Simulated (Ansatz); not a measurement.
Values for one crystal, relaxed and computed with the program Ansatz at the PBEsol level (PAW); other levels are named.

```yaml
volume_per_atom: 15.60 Å³
electronic_character: metallic (no gap)
Bulk modulus (Birch–Murnaghan fit): 197 GPa
Gap with spin–orbit coupling: none (metallic)
Pressure derivative B′: 5.6
Density of states at the Fermi level: 0.40 states/eV per atom (mean over ±0.08 eV)
highest_zone_centre_frequency: 192 cm⁻¹
```

Problem. Which compound is it?
(A) AgPt, R-3m (Ag on 3a, Pt on 3b)
(B) VPt2, Immm (V on 2a, Pt on 4i)
(C) FeNi, R-3m (Fe on 3a, Ni on 3b)
(D) Zr3Ag, Cu3Au type

Solution. A, AgPt, R-3m (Ag on 3a, Pt on 3b)

The first step of the workflow began from a Materials Project structure, measured or hypothetical; the Crystallography Open Database copy checked does not list it. With Ag and Pt taken as one species the cell has the higher symmetry Fm-3m, so it may be an ordered model of a mixed-site phase. Its standing as an ambient phase is unchecked. The cell was relaxed with PBEsol under the symmetry of its start; whether a distortion lowers the energy is not shown. No spin polarisation was allowed. As this level gives no gap, phonon frequencies hold no LO–TO term and depend on the k-mesh and smearing (Fermi–Dirac, 0.1 eV here). Scalar-relativistic: spin–orbit coupling is off unless named, which matters more the heavier the elements.

Potentials: the later of the program's two PAW sets.
